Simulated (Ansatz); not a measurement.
The relaxed structure here is a generated cell of TiTe2: the first start was made by placing the elements on the sites of a structure type, and the end was not matched to a known phase here, so it may be hypothetical. Known forms of TiTe2 include space group No. 164.

The end point of a relaxation of TiTe$_{2}$. Level of theory: PBE (plane waves to 420 eV, PAW, scalar-relativistic; Ansatz, a first-principles code).

```
CELL_PARAMETERS angstrom
      7.80808     0.00000     0.00000
      0.00000     3.91387     0.00000
      0.00000     0.00000     9.38384
ATOMIC_POSITIONS crystal
  Ti 0.25250 0.25000 0.10747
  Ti 0.75250 0.25000 0.39253
  Ti 0.74750 0.75000 0.89253
  Ti 0.24750 0.75000 0.60747
  Te 0.13073 0.25000 0.40710
  Te 0.63073 0.25000 0.09290
  Te 0.86927 0.75000 0.59290
  Te 0.36927 0.75000 0.90710
  Te 0.02486 0.25000 0.85298
  Te 0.52486 0.25000 0.64702
  Te 0.97514 0.75000 0.14702
  Te 0.47514 0.75000 0.35298
```

Problem. Find the space group and the Wyckoff positions (tolerance 0.01 Å).

Solution. Space group Pnma (No. 62); a = 7.8081 Å, b = 3.9139 Å, c = 9.3838 Å, α = β = γ = 90.00°

```csv
atom,site,symmetry,x,y,z
Ti,4c,.m.,0.2525,0.2500,0.1075
Te,4c,.m.,0.1307,0.2500,0.4071
Te,4c,.m.,0.0249,0.2500,0.8530
```

This is the AFLOW prototype A2B_oP12_62_2c_c (C23, as in PbCl2).

Problem. Give the shortest distances between elements (the closest pairs, up to four, under 3.6 Å).

Solution. Te–Ti 2.86 Å; Te–Te 3.32 Å.

```yaml
volume_per_atom: 23.90 Å³
density: 7.02 g/cm³
band_gap: "no clear gap: the sampled points leave 0.05 eV away from the symmetry points, which may be a band crossing missed between them"
```

No spin polarisation in the result. Without spin-orbit coupling the bands of the heavy element are not split, so the gap can be far off.

The run could not lose the symmetry of its start, so the end can be a saddle point.
